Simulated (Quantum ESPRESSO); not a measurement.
# Strain and stress in In3MgP3S

The results below are calculated, not measured. They come from pw.x of Quantum ESPRESSO 7.5, a plane-wave density functional program, with PseudoDojo standard norm-conserving files (v0.5 for PBE, v0.4.1 for LDA and PBEsol). The cells are made up: elements, strain and atom displacements were drawn at random, and nothing was relaxed. There is no spin polarisation, spin-orbit coupling or dispersion term.

The cell has 8 sites of a zincblende or diamond lattice. Sites 1 to 4 hold In Mg In In; sites 5 to 8 hold P P P S. Cell vectors in Å: (5.906, 0.002, -0.060); (0.002, 5.752, 0.013); (-0.060, 0.013, 5.851). Settings: PBE, cutoff 1143 eV, 4 x 4 x 4 k mesh shifted by half a step, Fermi-Dirac smearing of 0.025 eV.

Each run adds a shear xy (given as the tensor component) to one cell, with the atoms carried along; the vectors above are those of run 4. Stress is positive in tension and P is minus a third of its trace. E is the free energy for each atom above the lowest run shown.

```
run,strain (%),s_xx (GPa),s_yy (GPa),s_zz (GPa),s_xy (GPa),P (GPa),E (meV/atom)
1,-1.85,-3.18,-3.30,-3.34,-2.07,3.27,5.09
3,-0.52,-3.14,-3.25,-3.26,-0.34,3.22,0.00
4,0.13,-3.17,-3.27,-3.27,0.50,3.24,0.13
5,0.66,-3.22,-3.31,-3.30,1.19,3.28,1.52
6,1.96,-3.44,-3.51,-3.44,2.88,3.46,9.89
7,2.23,-3.51,-3.57,-3.49,3.24,3.52,12.52
2,-1.64,?,?,?,?,?,?
```

A rerun of one of these cells at 1437 eV and k mesh 6 x 6 x 6 moved values by no more than 0.005 eV in the cell's energy, 0.02 GPa in stress and 0.010 eV/Å in force.

## Worked fit

A parabola through the six runs shown gives s_xy = 0.33 + 1.30 e + 0.001 e² GPa, with e in per cent and a scatter of 0.01 GPa. The slope is a stiffness of 130 ± 1 GPa for each unit of this strain at e = 0, twice a shear constant under the stress shown, since the tensor component is half the shear angle. The atoms are clamped, and relaxing them would in general lower it. The error is the larger of the fit's own and the change that a cubic makes, rounded up.

## Withheld run

Question: what s_xy should run 2 give?

The fit gives -1.80 GPa. The calculation gave -1.79 GPa.

| run | strain (%) | s_xx (GPa) | s_yy (GPa) | s_zz (GPa) | s_xy (GPa) | P (GPa) | E (meV/atom) |
| --- | --- | --- | --- | --- | --- | --- | --- |
| 2 | -1.64 | -3.17 | -3.28 | -3.32 | -1.79 | 3.25 | 3.82 |